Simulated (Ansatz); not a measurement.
The elements of this relaxed trial crystal are hidden behind letters.

```
lattice vectors (Å)
   5.5072    0.0000    0.0000
   0.0000    5.5072    0.0000
   0.0000    0.0000    5.5072
fractional positions
X 0.0000 0.0000 0.0000
Z 0.5000 0.0000 0.5000
Z 0.5000 0.5000 0.0000
Z 0.0000 0.5000 0.5000
Q 0.7505 0.2495 0.2495
Q 0.7505 0.7505 0.7505
Q 0.2495 0.2495 0.7505
Q 0.2495 0.7505 0.2495
```

Method: DFT PBE, scalar-relativistic, plane waves, PAW in Ansatz 0.2.0. The final run on the 8-atom cell used 420 eV, a Γ-centred 6×6×6 mesh, 0.02 eV smearing and no spin polarisation.

```
Space group                              : P-43m (No. 215)
Conventional cell                        : a = 5.507 Å
Volume per atom                          : 20.88 Å³
Density                                  : 3.58 g/cm³
Energy over the elements                 : −0.481 eV/atom
Gap on the 6×6×6 mesh of the 8-atom cell : 1.64 eV
```

Energies are uncorrected and count from the elements' standard states at the same level.

Task: X is a p-block element of period 3, Z is a p-block element of period 4 and Q is a p-block element of period 3. Which elements are they?

Result: X = Al, Z = Ga, Q = P, so the formula is AlGa3P4. Density times volume gives a mean mass of 3.58 × 20.88/1.6605 = 45.0 u per atom, and this set has 45.0 u. Al is surrounded by 4 P at 2.38 Å; Ga has 4 P at 2.39 Å; around P lie 1 Al at 2.38 Å and 3 Ga at 2.39 Å. Other sets within the hints have nearly the same mass, so mass alone doesn't settle it; this one was computed.

Kohn–Sham gaps at this level usually fall short of measured ones. Symmetry constrained the relaxation, so the result can be a saddle point.
